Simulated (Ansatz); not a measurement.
BaAlGeH:
```yaml
crystal:
  lattice:
    - [4.34597, 0.00000, 0.00000]
    - [-2.17299, 3.76372, 0.00000]
    - [0.00000, 0.00000, 5.26413]
  atoms:
    - { symbol: Ba, position: [0.33333, 0.66667, 0.10177] }
    - { symbol: Al, position: [0.00000, 0.00000, 0.64161] }
    - { symbol: Ge, position: [0.66667, 0.33333, 0.55408] }
    - { symbol: H, position: [0.00000, 0.00000, 0.96854] }
```

Relaxed with r²SCAN. Special points in fractions of this cell's reciprocal vectors: Γ (0.000, 0.000, 0.000); M (0.500, 0.000, 0.000); K (0.333, 0.333, 0.000); A (0.000, 0.000, 0.500); L (0.500, 0.000, 0.500); H (0.333, 0.333, 0.500).

**Question.** List the band energies nearest the valence-band maximum at these points for r²SCAN (plane waves, PAW; program Ansatz).

**Answer.** In eV from the valence-band maximum; about four levels below and three above (degenerate sets whole), none deeper than 8.9 eV; points with the same levels are listed once.

| k | below | above |
|---|---|---|
| Γ | -4.54 -0.73 -0.34 -0.34 | 1.53 3.59 3.59 |
| M | -6.04 -3.23 -1.12 -0.45 | 1.02 2.80 3.46 |
| K | -5.84 -3.08 -2.82 -0.71 | 1.61 3.24 4.35 |
| A | -5.46 -0.06 -0.03 -0.03 | 1.80 2.31 2.31 |
| L | -5.58 -3.39 -1.58 -0.75 | 2.00 3.92 4.47 |
| H | -6.06 -3.14 -2.29 -0.42 | 3.65 4.16 4.89 |

Space group P3m1. The first step of the workflow began from a Materials Project structure, measured or hypothetical; the Crystallography Open Database files this formula in space group No. 156, but the cells were not matched. Whether it is the stable phase at ambient conditions was not checked. The r²SCAN relaxation kept the symmetry of its start; whether a distortion lowers the energy is not shown. Spin–orbit coupling is left out wherever it is not named.

Potentials: the later of the program's two PAW sets.
